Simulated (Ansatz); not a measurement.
Input file for Ansatz (a quantum-chemistry and plane-wave program):

Ansatz 0.2 input:
```yaml
crystal:
  lattice:
    - [1.5356196978, 0.8865904459, 5.6382954292]
    - [-1.5356196978, 0.8865904459, 5.6382954292]
    - [0.0, -1.7731808918, 5.6382954292]
  atoms:
    - { symbol: Cu, position: [0.0, 0.0, 0.0] }
    - { symbol: Rh, position: [0.5, 0.5, 0.5] }
    - { symbol: O, position: [0.8923466226, 0.8923466226, 0.8923466226] }
    - { symbol: O, position: [0.1076533774, 0.1076533774, 0.1076533774] }
kpoints:
  mp_grid: { grid: [9, 9, 9] }
basis: { xc_grid: 2 }
hamiltonian:
  xc: pbesol
  pseudopotentials: { kind: paw }
scf:
  occupations: { method: fixed }
output:
  optics: { e_range: [0.0, 15.0], de: 0.05, sigma: 0.1, bands: { spectra_wanted_up_to: 12 eV } }
```

Output (shortened):

```
basis.fft_grid_basis auto: the FFT boxes are laid along the combinations [[1, 0, -1], [0, 1, -1], [0, 0, 1]] of the cell's own vectors, 3.071, 3.071 and 5.911 …
output.optics: the spectra are integrated over the Brillouin zone by k·p interpolation around the k-points, where levels, occupations, output.optics.sigma and …
Pseudopotential: Cu, paw, valence charge 19
Pseudopotential: Rh, paw, valence charge 17
Pseudopotential: O, paw, valence charge 6
Functional definition: PBEsol
Crystal: 4 atoms, lattice volume = 46.058 Å³
Basis set: ecut = 420 eV, 883 PW (Γ), FFT grids on a1−a3, a2−a3, a3, exchange–correlation on 48×48×80 points (8 copies of the dense FFT grid, shifted against one another)
Bands: 29, of which v1, the nominal top of the filled ones, is band 24 counted from 1 (23 counted from 0)
Symmetry: 12 space group operations
Space group: R-3m (ITA 166), of the structure as read, at distance tolerance 3.6e-5 Å
k-points: 85 of 729
SCF iter   1: F=—  HF=-14046.720027 eV  |F-HF|=—  |Δ(HF+E_count)|=         —  Δρ=1.74e-2  dr2=1.06e-1  ethr=1.77e-3  ⟨swp⟩=4.2  Hψ=8550  notcnv=0  defer=229
preconditioner: auto → none
SCF iter   2: F=—  HF=-14046.699911 eV  |F-HF|=—  |Δ(HF+E_count)|=   2.01e-2  Δρ=8.94e-3  dr2=3.29e-2  ethr=2.22e-4  ⟨swp⟩=2.0  Hψ=4686  notcnv=0  defer=244
SCF iter   3: F=—  HF=-14046.690960 eV  |F-HF|=—  |Δ(HF+E_count)|=   8.95e-3  Δρ=2.74e-3  dr2=2.54e-3  ethr=6.85e-5  ⟨swp⟩=2.0  Hψ=3881  notcnv=0  defer=251
SCF iter   4: F=—  HF=-14046.690740 eV  |F-HF|=—  |Δ(HF+E_count)|=   2.21e-4  Δρ=1.54e-3  dr2=9.22e-4  ethr=5.30e-6  ⟨swp⟩=2.1  Hψ=3890  notcnv=0  defer=252
SCF iter   5: F=—  HF=-14046.690664 eV  |F-HF|=—  |Δ(HF+E_count)|=   7.52e-5  Δρ=1.10e-3  dr2=2.94e-4  ethr=1.92e-6  ⟨swp⟩=2.0  Hψ=3189  notcnv=0  defer=250
SCF iter   6: F=—  HF=-14046.690624 eV  |F-HF|=—  |Δ(HF+E_count)|=   4.02e-5  Δρ=4.24e-4  dr2=2.53e-5  ethr=6.13e-7  ⟨swp⟩=2.2  Hψ=3068  notcnv=0  defer=105
SCF iter   7: F=—  HF=-14046.690593 eV  |F-HF|=—  |Δ(HF+E_count)|=   3.13e-5  Δρ=1.00e-4  dr2=1.58e-6  ethr=5.26e-8  ⟨swp⟩=2.4  Hψ=4275  notcnv=0  defer=85
SCF iter   8: F=—  HF=-14046.690592 eV  |F-HF|=—  |Δ(HF+E_count)|=   1.21e-6  Δρ=1.32e-5  dr2=3.48e-8  ethr=3.28e-9  ⟨swp⟩=2.0  Hψ=2865  notcnv=0  defer=86
SCF iter  10: F=-14046.690592 eV  HF=-14046.690592 eV  |F-HF|=0.00e0  |Δ(HF+E_count)|=  1.53e-10  Δρ=2.02e-7  dr2=5.04e-12  ethr=1.00e-12  ⟨swp⟩=7.5  Hψ=9826  notcnv=0
SCF 1 converged in 10 iterations: F = -14046.690592 eV  dr2 = 5.04e-12
NSCF: frozen V_eff on 85 k-points
Optics k sum: 0 of 85 k-points
Optics k sum: 5 of 85 k-points
Optics k sum: 9 of 85 k-points
Optics k sum: 13 of 85 k-points
Optics k sum: 17 of 85 k-points
Optics k sum: 22 of 85 k-points
Optics k sum: 26 of 85 k-points
Optics k sum: 30 of 85 k-points
Optics k sum: 34 of 85 k-points
Optics k sum: 39 of 85 k-points
Optics k sum: 43 of 85 k-points
Optics k sum: 47 of 85 k-points
Optics k sum: 51 of 85 k-points
Optics k sum: 56 of 85 k-points
Optics k sum: 60 of 85 k-points
Optics k sum: 64 of 85 k-points
Optics k sum: 68 of 85 k-points
Optics k sum: 73 of 85 k-points
Optics k sum: 77 of 85 k-points
Optics k sum: 81 of 85 k-points
Optics k sum: 85 of 85 k-points
Optics k sum: 0 of 85 k-points
Optics k sum: 5 of 85 k-points
Optics k sum: 9 of 85 k-points
Optics k sum: 13 of 85 k-points
Optics k sum: 17 of 85 k-points
Optics k sum: 22 of 85 k-points
Optics k sum: 26 of 85 k-points
Optics k sum: 30 of 85 k-points
Optics k sum: 34 of 85 k-points
Optics k sum: 39 of 85 k-points
Optics k sum: 43 of 85 k-points
Optics k sum: 47 of 85 k-points
Optics k sum: 51 of 85 k-points
Optics k sum: 56 of 85 k-points
Optics k sum: 60 of 85 k-points
Optics k sum: 64 of 85 k-points
Optics k sum: 68 of 85 k-points
Optics k sum: 73 of 85 k-points
Optics k sum: 77 of 85 k-points
Optics k sum: 81 of 85 k-points
Optics k sum: 85 of 85 k-points
NSCF: frozen V_eff on 1 k-points
NSCF: frozen V_eff on 1 k-points
NSCF: frozen V_eff on 1 k-points
NSCF: frozen V_eff on 1 k-points
NSCF: frozen V_eff on 1 k-points
NSCF: frozen V_eff on 1 k-points
output.optics: what the bands over the 40 summed would add to eps1, eps2 and the energy-loss function is held between a lower and an upper bound (9 Lanczos …
SCF converged after 10 iterations
Free energy (F): -14046.690592 eV
Harris-Foulkes:  -14046.690592 eV  (|F-HF|=0.00e0)
Internal energy: -14046.690592 eV  (E = F + TS)
E sigma→0 (E₀):  -14046.690592 eV
Fermi energy:    12.695390 eV
--- Per-component energies (eV) ---
  E_band       = -639.018658
  E_kinetic    = 1220.170922
  E_local      = -7429.607127  (includes V_loc(G=0)·N_el)
  E_nonlocal   = 850.406189
  E_hartree    = 3045.995928
  E_xc         = -451.618113
  E_vxc        = -575.486042  (∫ρ·V_xc dr)
  E_paw        = -5457.380873  (= ΣΔE_a)
  E_vpaw       = -796.500839  (= ΣTr[D̂ρ^β])
  E_aug_tail   = 0.006318  (compensation charges beyond the density's cutoff)
  E_ewald      = -5825.216814
  E_core_change = 0.552978  (= ΣΔE_core)
  E_smearing   =  0.000000  (= −TS)
  E_closure    =  0.000000  (closes the sum)
  Σ components = -14046.690592   (vs F -14046.690592, Δ=0.00e0)
  [band-id]    e_kinetic+e_local+e_nonlocal+2·e_hartree+e_vxc+e_vpaw+e_augmentation_tail = -639.018721   (vs E_band -639.018658, Δ=-6.37e-5)
--- Band table (eV; the first three rows and the last of 85) ---
  k-point 0: bands = ["-98.9705", "-65.8991", "-56.7248", "-56.3987", "-56.3987", "-33.8317", "-33.8317", "-33.7234", "-7.6573", "-6.1472", "4.1545", "5.6452", "5.6452", "8.3822", "8.9288", "9.3901", "9.3901", "10.5748", "10.5748", "10.7186", "10.7186", …
  k-point 1: bands = ["-98.9704", "-65.8974", "-56.7247", "-56.3996", "-56.3989", "-33.8532", "-33.8365", "-33.7197", "-7.5404", "-6.1966", "4.3292", "5.5518", "5.7599", "8.3588", "8.6130", "9.0097", "9.4008", "10.6286", "10.6603", "10.6995", "10.7613", …
  k-point 2: bands = ["-98.9703", "-65.8930", "-56.7245", "-56.4019", "-56.3995", "-33.9073", "-33.8488", "-33.7104", "-7.2372", "-6.3191", "4.7933", "5.4569", "6.0410", "7.2577", "8.4456", "8.7269", "9.7152", "10.6206", "10.7475", "10.7602", "10.9054", …
  k-point 84: bands = ["-98.9704", "-65.8974", "-56.7247", "-56.3996", "-56.3989", "-33.8532", "-33.8365", "-33.7198", "-7.3882", "-6.4097", "5.3446", "5.3676", "5.8430", "7.2167", "8.2720", "8.5769", "9.2053", "10.6447", "10.7365", "10.8596", "10.9481", …
```

Cost: very roughly 2.1 core-minutes on shared cores.

The workflow started from a Materials Project entry (that database holds measured and hypothetical structures alike); the Crystallography Open Database files this formula in space group No. 166, but the cells were not matched. Whether it is the stable phase at ambient conditions was not checked. Symmetry was held in the PBEsol relaxation; whether a distortion lowers the energy is not shown. No spin polarisation was allowed. No Hubbard U is applied. Spin–orbit coupling is left out wherever it is not named.

Potentials: the later of the program's two PAW sets.

Ansatz is a plane-wave DFT program.
